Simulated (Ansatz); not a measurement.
TaN:
```xyz
4
Lattice="-1.4461 1.4461 5.1048 1.4461 -1.4461 5.1048 1.4461 1.4461 -5.1048" Properties=species:S:1:pos:R:3 pbc="T T T"
Ta     0.0000     0.0000    10.1962
Ta     0.0000     1.4461     2.5390
N      0.0000     0.0000     4.2606
N      1.4461     0.0000     1.7082
```

Relaxed with HSE06. Special points in fractions of this cell's reciprocal vectors: Γ (0.000, 0.000, 0.000); X (0.000, 0.000, 0.500); P (0.250, 0.250, 0.250); N (0.000, 0.500, 0.000); M (0.500, 0.500, -0.500); S (0.270, 0.730, -0.270); S0 (-0.270, 0.270, 0.270); R (-0.040, 0.040, 0.500); G (0.500, 0.500, -0.040).

### Question
List the band energies nearest the valence-band maximum at these points for the program Ansatz at the HSE06 level (PAW).

### Answer
In eV from the valence-band maximum; about four levels below and three above (degenerate sets whole), none deeper than 8.9 eV; points with the same levels are listed once.

```csv
k,below,above
Γ,-4.10 -4.10 -3.69 -3.54,2.36 3.69 3.75
X,-5.56 -5.56 -0.93 -0.93,5.05 5.05 6.09 6.09
P,-5.71 -5.71 -0.91 -0.91,5.06 5.06 6.11 6.11
N,-5.18 -4.26 -2.64 -1.46,1.93 3.07 3.79
M,-4.28 -4.28 -3.52 -3.52,4.12 4.12 4.47 4.47
S,-5.20 -4.66 -2.60 -1.03,1.61 2.80 4.48
R,-5.53 -5.53 -0.98 -0.98,4.96 4.96 5.96 5.96
```

Space group I4_1md. The cell is a constructed one: a structure type filled with these elements; neither database checked (COD, Materials Project) lists it. It is not the phase usual at ambient conditions (space group No. 189). The cell was relaxed with HSE06 under the symmetry of its start; whether a distortion lowers the energy is not shown. The run is not spin-polarised. The hybrid was solved on a coarse mesh, the path and, where they were found, the r²SCAN edge points; its band edges are the extreme levels among these. Scalar-relativistic: spin–orbit coupling is off unless named, which matters more the heavier the elements.

Potentials: the later of the program's two PAW sets.
